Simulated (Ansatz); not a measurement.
YN (CsCl type, space group No. 221), the program Ansatz at the PBE level (PAW), all energies at zero smearing, with the estimated change up to a 700 eV cutoff added, with one set of potentials and settings (totals compare only within such a set). Cell of 2 atoms (1 Y, 1 N): -4234.239 eV.

| element | reference phase | E (eV/atom) |
|---|---|---|
| Y | P6_3/mmc, 2 atoms in the cell | -3848.6897 |
| N | Pa-3, 8 atoms in the cell | -384.0342 |

Formation energy per atom, worked out: (-4234.239 − 1×(-3848.6897) − 1×(-384.0342))/2 = -0.758 eV/atom (-73 kJ per mol of atoms), at 0 K, without zero-point energy or fitted corrections.

Space group Pm-3m (CsCl type). The start of the workflow was typed in or built on a structure type; neither database checked (COD, Materials Project) lists it. COD files the formula under space group No. 225, so this cell is another polymorph or a model. Whether it is the stable phase at ambient conditions was not checked. The cell was relaxed with PBE under the symmetry of its start; its stability against distortions is not shown here. The run is not spin-polarised. The references are the lowest solids computed at this level, not always the standard phases (solids in place of the gases).

Potentials: the earlier of the program's two PAW sets.
